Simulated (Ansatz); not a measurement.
Values for one crystal, relaxed and computed with plane-wave PAW r²SCAN (Ansatz code); other levels are named.

```yaml
volume_per_atom: 13.44 Å³
band_gap: 4.40 eV (indirect)
valence_band_maximum: at B (k = 0.000, 0.000, 0.500)
electron_effective_mass: 0.46, 0.58, 0.70 mₑ (principal values)
HSE06 gap on the r²SCAN cell: 5.43 eV
Formation energy from the elements (no fitted shifts): -266 kJ/mol-atom
smallest_direct_gap_on_the_standard_path: 4.61 eV
```

**Question.** Which of these materials gives this?
A) HfO2, P4_2/nmc (Hf on 2a, O on 4d)
B) LaHO2, P2_1/m (La on 2e, H on 2e, O on 2e, O on 2e)
C) SnO2, rutile
D) SiO2, rutile

**Answer.** B, LaHO2, P2_1/m (La on 2e, H on 2e, O on 2e, O on 2e)

The workflow started from a Materials Project entry (that database holds measured and hypothetical structures alike); the Crystallography Open Database copy checked does not list it. Whether it is the stable phase at ambient conditions was not checked. Symmetry was held in the r²SCAN relaxation; whether a distortion lowers the energy is not shown. The references are the lowest solids computed at this level, not always the standard phases (solids in place of the gases). Scalar-relativistic: spin–orbit coupling is off unless named, which matters more the heavier the elements.

Potentials: the later of the program's two PAW sets.
